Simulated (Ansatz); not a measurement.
SrPt$_{2}$:
```
SrPt2
1.0
    0.00000     3.90942     3.90942
    3.90942     0.00000     3.90942
    3.90942     3.90942     0.00000
Sr Pt
2 4
Direct
  0.25000   0.25000   0.25000
  0.00000   0.00000   0.00000
  0.62500   0.12500   0.62500
  0.62500   0.62500   0.62500
  0.12500   0.62500   0.62500
  0.62500   0.62500   0.12500
```

Relaxed with r²SCAN. Special points in fractions of this cell's reciprocal vectors: Γ (0.000, 0.000, 0.000); X (0.500, 0.000, 0.500); U (0.625, 0.250, 0.625); K (0.375, 0.375, 0.750); L (0.500, 0.500, 0.500); W (0.500, 0.250, 0.750).

Q: List the band energies nearest the Fermi level at these points for r²SCAN (plane waves, PAW; program Ansatz).

A: In eV from the Fermi level; about four levels below and three above (degenerate sets whole), none deeper than 8.9 eV; points with the same levels are listed once.

```json
[
 {"k": "Γ", "below": "-1.84 -1.84 -1.84 -1.69 -1.69", "above": "0.26 0.26 0.49 0.49 0.49"},
 {"k": "X", "below": "-1.68 -1.68 -1.62 -1.62", "above": "0.92 0.92 2.40 2.40"},
 {"k": "U", "below": "-1.95 -1.50 -1.13 -0.02", "above": "1.35 2.29 3.07"},
 {"k": "L", "below": "-1.84 -1.84 -1.49 -1.49", "above": "0.49 1.07 1.81 1.81"},
 {"k": "W", "below": "-2.14 -2.14 -2.14 -2.14 -1.14 -1.14", "above": "0.28 0.28 3.02 3.02"}
]
```

Space group Fd-3m (cubic Laves (MgCu2 type)). The first step of the workflow began from a Materials Project structure, measured or hypothetical; the Crystallography Open Database copy checked does not list it. Whether it is the stable phase at ambient conditions was not checked. The cell was relaxed with r²SCAN under the symmetry of its start; whether a distortion lowers the energy is not shown. The run is not spin-polarised. Scalar-relativistic: spin–orbit coupling is off unless named, which matters more the heavier the elements.

Potentials: the later of the program's two PAW sets.
